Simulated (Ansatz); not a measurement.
**YCl: from a starting cell to a relaxed one**

The start is a generated cell, YCl placed in the AFLOW prototype AB_cP6_221_c_d (as in NbO). Cell shape, volume and atoms are optimised at zero target pressure with PBE (plane waves to 420 eV, PAW, scalar-relativistic; Ansatz, a first-principles code). The first steps use a coarse 4×4×4 k-mesh.

Initial structure:
```
CELL_PARAMETERS angstrom
      5.55232     0.00000     0.00000
      0.00000     5.55232     0.00000
      0.00000     0.00000     5.55232
ATOMIC_POSITIONS crystal
  Cl 0.00000 0.50000 0.50000
  Cl 0.50000 0.50000 0.00000
  Cl 0.50000 0.00000 0.50000
  Y  0.50000 0.00000 0.00000
  Y  0.00000 0.00000 0.50000
  Y  0.00000 0.50000 0.00000
```

```json
{
  "initial_pressure": "-3 GPa (negative: the cell is under tension)",
  "outcome": "The space group stays Pm-3m (No. 221) (the run could not lower it); the end is AFLOW prototype AB_cP6_221_c_d (as in NbO), with 6 atoms in the primitive cell",
  "energy_released": "0.02 eV/atom",
  "Shortest distances (start → end)": "The closest pairs of elements (up to four, under 3.6 Å), start → end: Cl–Y 2.78 → 2.71 Å",
  "band_gap_at_the_end": "no gap (metallic)",
  "optimiser_moves": "6"
}
```

It ends as:

```cif
data_Cl3Y3
_chemical_formula_sum 'Cl3 Y3'
_space_group_name_H-M_alt 'Pm-3m'
_space_group_IT_number 221
_space_group_name_Hall '-P 4 2 3'
_cell_length_a 5.42836
_cell_length_b 5.42836
_cell_length_c 5.42836
_cell_angle_alpha 90.000
_cell_angle_beta 90.000
_cell_angle_gamma 90.000
loop_
_atom_site_label
_atom_site_type_symbol
_atom_site_symmetry_multiplicity
_atom_site_Wyckoff_symbol
_atom_site_fract_x
_atom_site_fract_y
_atom_site_fract_z
_atom_site_occupancy
Cl1 Cl 3 c 0.00000 0.50000 0.50000 1
Y1 Y 3 d 0.00000 0.00000 0.50000 1
```

Final values are on a 9×9×9 k-mesh of the relaxed cell. No spin polarisation in the result. The d or f electrons are treated with no Hubbard U.

The run could not lose the symmetry of its start: the end is stationary, and may be a saddle point rather than a minimum.

All atoms sit on sites fixed by symmetry, so only the cell could relax.

The relaxed structure here is a generated cell of YCl: the first start was made by placing the elements on the sites of a structure type, and the end was not matched to a known phase here, so it may be hypothetical.
